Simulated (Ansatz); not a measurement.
PbSe:
```yaml
crystal:
  lattice:
    - [2.16660, -3.75645, 0.00000]
    - [4.33639, 0.00000, 0.00000]
    - [2.16938, -1.25307, 3.54106]
  atoms:
    - { symbol: Pb, position: [0.00882, 0.49008, 0.99308] }
    - { symbol: Se, position: [0.50923, 0.98989, 0.49283] }
```

Relaxed with PBE+D3(BJ).

Problem. Tabulate the valence density and the electron localisation function along the shortest Pb–Se contact (3.06 Å), PBE+D3(BJ) (plane waves, PAW; program Ansatz).

Solution. 

```tsv
distance from Pb (Å)	density (e/Å³)	ELF
0.31	7.33	0.01
0.46	5.07	0.08
0.61	3.16	0.25
0.77	1.78	0.40
0.92	0.93	0.43
1.07	0.51	0.36
1.23	0.31	0.28
1.38	0.23	0.24
1.53	0.21	0.29
1.69	0.24	0.46
1.84	0.32	0.66
1.99	0.47	0.76
2.15	0.69	0.80
2.30	1.19	0.79
2.45	2.83	0.71
2.60	7.78	0.53
2.76	19.50	0.29
```

The density is the valence pseudo-density with augmentation charge, so density and ELF within about 1 Å of a nucleus are not all-electron values.

Space group Fm-3m (rock salt). Symmetry was held in the PBE+D3(BJ) relaxation; of distortions, only those at the zone centre were tested. Scalar-relativistic: spin–orbit coupling is off unless named, which matters more the heavier the elements.

Potentials: the later of the program's two PAW sets.
